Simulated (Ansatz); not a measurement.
Cs5I2: relaxation step by step

A trial structure of Cs5I2 was built thus: random cell by space group and Wyckoff sites (P6/mmm, No. 191). Lengths were set from tabulated atomic sizes, so they are only a guess.

```
Cs I
1.0
     6.06742    0.00000    0.00000
    -3.03371    5.25454    0.00000
     0.00000    0.00000   11.43832
Cs I
5 2
Direct
  0.33333 0.66667 0.34919
  0.33333 0.66667 0.65081
  0.66667 0.33333 0.65081
  0.66667 0.33333 0.34919
  0.00000 0.00000 0.00000
  0.33333 0.66667 0.00000
  0.66667 0.33333 0.00000
```

Computed with DFT PBE, scalar-relativistic, plane waves, PAW (Ansatz). Cutoff 420 eV, Gaussian smearing, Γ-centred meshes. Cell and atoms relax first on a coarse mesh and then on a finer one. In between, the cell is made exact in the group found at 0.06 Å. In metals the finer mesh still leaves noise of several meV/atom or more. The steps can't lower the symmetry of their start. No spin polarisation.

Steps on the 3×3×2 mesh (7 atoms, 11 steps). The free energy counts from the last step; the plane-wave basis is renewed at times, which shifts energy and pressure.

```csv
step,ΔF (meV/atom),V (Å³/atom),P (GPa),largest force component (eV/Å)
1,564.7,52.10,4.40,0.966
2,332.4,56.91,2.65,0.620
3,188.2,62.24,1.80,0.333
4,96.7,69.25,1.15,0.149
5,53.1,77.79,0.26,0.053
6,49.5,80.94,0.00,0.018
7,26.8,80.94,0.46,0.018
8,13.4,86.10,0.29,0.006
9,2.3,94.16,0.08,0.012
10,0.5,98.50,0.02,0.015
11,0.0,98.50,0.02,0.015
```

The relaxed structure, after a last relaxation on the converged mesh:

```cif
data_structure
_symmetry_space_group_name_H-M 'P 1'
_symmetry_Int_Tables_number 1
_cell_length_a 7.9856
_cell_length_b 7.9856
_cell_length_c 12.3833
_cell_angle_alpha 90.000
_cell_angle_beta 90.000
_cell_angle_gamma 120.000
_cell_volume 683.89
loop_
_atom_site_label
_atom_site_type_symbol
_atom_site_fract_x
_atom_site_fract_y
_atom_site_fract_z
_atom_site_occupancy
Cs1 Cs 0.33333 0.66667 0.29275 1
Cs2 Cs 0.33333 0.66667 0.70725 1
Cs3 Cs 0.66667 0.33333 0.70725 1
Cs4 Cs 0.66667 0.33333 0.29275 1
Cs5 Cs 0.00000 0.00000 0.00000 1
I1 I 0.33333 0.66667 0.00000 1
I2 I 0.66667 0.33333 0.00000 1
```

The symmetry stays P6/mmm (No. 191). The volume per atom grows by 87.5 %, from 52.1 to 97.7 Å³. The shortest distance goes from 3.45 Å (Cs–Cs) to 3.63 Å (Cs–I). The ratio c/a of the conventional cell changes by a factor of 0.82. The energy falls by about 0.57 eV/atom (the start's value is from the coarse mesh). Cs on a site of symmetry 3m has 1 I at 3.63 Å, 3 Cs at 4.61 Å and 1 Cs at 5.13 Å; Cs on a site of symmetry 6/mmm has 6 I at 4.61 Å and 12 Cs at 5.87 Å; I has 2 Cs at 3.63 Å, 3 Cs at 4.61 Å and 3 I at 4.61 Å.

```json
{"Volume per atom": "97.70 Å³", "Density": "2.23 g/cm³", "Energy over the elements": "−0.64 eV/atom", "Gap on the 6×6×4 mesh of the 7-atom cell": "0 eV (a metal)"}
```

Formation energies are uncorrected and refer to the elements' standard structures at the same level.

The last run used Gaussian smearing of 0.10 eV. These runs have no spin–orbit coupling, which can matter for I. An odd number of electrons in the primitive cell allows no gap without spin; a larger cell or a magnetic state could open one. The cell is a metal run without spin; a magnetic state may lie lower. The reference form of I is held partly by dispersion forces, which this level lacks. Symmetry constrained the relaxation, so the result can be a saddle point. In all, the 3 runs took 5.6 min on 1 thread of Intel(R) Xeon(R) Platinum 8259CL CPU @ 2.50GHz (Skylake/Cascade Lake) (shared host).
